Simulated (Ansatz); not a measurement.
Surface calculation: hcp Ru (10-10), 6 layers

The slab is cut from the hcp crystal, the stable phase, as relaxed on PAW files (13.77 Å³/atom), with 16 Å of vacuum and a dipole correction:

```
CELL_PARAMETERS angstrom
2.72116 0.00000 0.00000
0.00000 4.29600 0.00000
0.00000 0.00000 21.49870
ATOMIC_POSITIONS crystal
Ru 0.75000 0.75000 0.37211
Ru 0.25000 0.25000 0.40865
Ru 0.25000 0.75000 0.48173
Ru 0.75000 0.25000 0.51827
Ru 0.75000 0.75000 0.59135
Ru 0.25000 0.25000 0.62789
```

Level of theory: DFT with PBE, scalar-relativistic, in Ansatz 0.2.0; a Γ-centred 12×8×1 k mesh, Fermi–Dirac smearing of 0.1 eV, no spin polarisation. LAPW: all electrons, basis error target 1 meV/atom; PAW: frozen-core files, cutoff 420 eV.

The bulk energy comes from a cell in the slab's orientation on a 12×8×7 mesh. The surface energy is (E(slab) − N·E(bulk))/2A at zero smearing, the mean of both faces; thin slabs carry quantum-size effects.

Task: As cut, the LAPW slab lies 4.442 eV above 6 atoms of bulk. What surface energy is that?

Result: Over two faces of 11.69 Å² it is 190.0 meV/Å², and times 16.02 J/m² per eV/Å² that gives γ = 3.044 J/m².

Task: What do relaxation and the other method give, and what work function comes out?

Result: 

```
method  γ as cut (J/m²)  γ relaxed (J/m²)  Φ as cut (eV)  Φ relaxed (eV)
  LAPW            3.044             2.940           4.78            4.82
   PAW            3.041             2.937           4.78            4.82
```

Task: How do the spacings between the planes relax?

Result: From the bottom face up: d12 -17.8 % of 0.786 Å, d23 +2.0 % of 1.571 Å, d34 -6.0 % of 0.786 Å, d45 +2.0 % of 1.571 Å, d56 -17.8 % of 0.786 Å.

Task: A 3d core hole is made on one atom of each kind in every 1×1 cell (PAW hole dataset, neutral cell, valence without spin). What does it cost by layer?

Result: layer 1 278.90 eV, layer 2 279.17 eV, layer 3 279.55 eV. Shifts between layers mean more than the absolute values, and a whole layer of holes screens otherwise than one hole.

Task: In the relaxed 1×1 cell, replace the outer, then the middle Ru by Rh, which changes a whole layer. What shift does this Z+1 picture give?

Result: E(outer) − E(middle) = -0.56 eV by LAPW and -0.56 eV by PAW; a positive value puts the surface line at higher binding energy.
